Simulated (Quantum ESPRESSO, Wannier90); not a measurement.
Tight-binding from DFT: ZnCdO$_{2}$ (P3m1)

```
begin unit_cell_cart
ang
    3.4464300293    0.0000000000    0.0000000000
   -1.7232150146    2.9846959577    0.0000000000
    0.0000000000    0.0000000000    5.7052700000
end unit_cell_cart
begin atoms_frac
Zn   0.0000000000  0.0000000000 -0.0030600000
Cd  -0.3333333333  0.3333333333  0.4904400000
O   -0.3333333333  0.3333333333  0.0979900000
O    0.0000000000  0.0000000000 -0.3493700000
end atoms_frac
```

Structure: Materials Project mp-1215505, symmetrised, not relaxed again. Not found in the COD (Crystallography Open Database) copy used; not checked further. Level: PBEsol, spinors with spin-orbit coupling; pw.x of Quantum ESPRESSO at 82 Ry with PseudoDojo potentials, 6×6×4 k-points, Wannier90. Density: 12×12×6 mesh, Gaussian smearing 0.01 Ry.

A tight-binding model is made by disentanglement and projection with no localisation steps (num_iter = 0), so the 42 orbitals stay atom-like: hydrogen-like Zn: s;p;d; Cd: s;p; O: s;p, axes along x, y, z; frozen window up to 1.50 eV relative to the Fermi level. It follows pw.x to 1.1 meV rms for states up to 1.0 eV relative to the Fermi level. Matrix elements depend on this choice of orbitals and windows. Bands 21–30 (Cd 4d 87 %, O 2p 9 %) lie between the kept ones and are excluded.

The 20 largest hoppings ⟨m,0|H|n,R⟩ between different sites (one of each Hermitian pair; signs follow the real orbitals' lobes; the list may end inside a set of equal values):

| m | n | R | distance of the centres (Å) | t (eV) | Im t (eV) |
|---|---|---|---|---|---|
| O4 pz↑ | Zn1 pz↑ | 0 0 0 | 2.26 | 2.542 | 0.000 |
| O4 pz↓ | Zn1 pz↓ | 0 0 0 | 2.26 | 2.542 | 0.000 |
| O4 s↑ | Zn1 pz↑ | 0 0 0 | 2.13 | 2.501 | 0.000 |
| O4 s↓ | Zn1 pz↓ | 0 0 0 | 2.13 | 2.501 | 0.000 |
| O3 py↑ | Zn1 py↑ | 0 1 0 | 2.19 | 2.171 | 0.000 |
| O3 py↓ | Zn1 py↓ | 0 1 0 | 2.19 | 2.171 | 0.000 |
| O3 pz↑ | Cd2 pz↑ | 0 0 0 | 2.18 | 2.097 | 0.000 |
| O3 pz↓ | Cd2 pz↓ | 0 0 0 | 2.18 | 2.097 | 0.000 |
| O4 pz↑ | Zn1 s↑ | 0 0 0 | 2.10 | -2.030 | 0.000 |
| O4 pz↓ | Zn1 s↓ | 0 0 0 | 2.10 | -2.030 | 0.000 |
| O3 s↑ | Zn1 py↑ | 0 1 0 | 2.15 | 1.868 | 0.000 |
| O3 s↓ | Zn1 py↓ | 0 1 0 | 2.15 | 1.868 | 0.000 |
| O4 s↑ | Zn1 dz2↑ | 0 0 0 | 1.89 | -1.817 | 0.000 |
| O4 s↓ | Zn1 dz2↓ | 0 0 0 | 1.89 | -1.817 | 0.000 |
| O3 py↑ | Zn1 s↑ | 0 1 0 | 2.11 | -1.763 | 0.000 |
| O3 py↓ | Zn1 s↓ | 0 1 0 | 2.11 | -1.763 | 0.000 |
| Cd2 py↑ | O4 py↑ | 0 1 1 | 2.23 | 1.657 | 0.000 |
| Cd2 py↓ | O4 py↓ | 0 1 1 | 2.23 | 1.657 | 0.000 |
| O3 s↑ | Zn1 px↑ | 0 0 0 | 2.12 | 1.618 | 0.003 |
| O3 s↓ | Zn1 px↓ | 0 0 0 | 2.12 | 1.618 | -0.003 |
